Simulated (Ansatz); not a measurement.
## PbS: relaxed-ion elastic tensor

Method: DFT PBE, scalar-relativistic, plane waves, PAW (Ansatz 0.2.0). Cutoff 420 eV, 10×10×10 k-points (Γ-centred), fixed occupations. No spin polarisation.

The cell is fixed (symmetry leaves no force on the atoms) and stands under 0.0 GPa:
```
CELL_PARAMETERS angstrom
0.00000 3.00400 3.00400
3.00400 0.00000 3.00400
3.00400 3.00400 0.00000
ATOMIC_POSITIONS crystal
Pb 0.00000 0.00000 0.00000
S 0.50000 0.50000 0.50000
```

The cell is the ideal cubic rocksalt prototype. Spin–orbit coupling is left out, which can shift energies with elements as heavy as these.

(1) Give the relaxed-ion elastic constants (GPa, Voigt order xx yy zz yz xz xy, on the axes of the cell above).

(2) Is the crystal stable against homogeneous strain?

(3) And the moduli of a polycrystal (Hill averages)?

Results:

(1)
C11 = 125.1, C12 = 16.9, C13 = 16.9, C22 = 125.1, C23 = 16.9, C33 = 125.1, C44 = 20.1, C55 = 20.1, C66 = 20.1 GPa; the others vanish.

(2) Yes: the least eigenvalue of the tensor is 20.0 GPa.

(3) B = 53 GPa, G = 30 GPa, E = 76 GPa, ν = 0.26.

Cost: 1 run of about 0.18 core-minutes, on Intel Xeon 6975P-C (Granite Rapids) (shared hosts).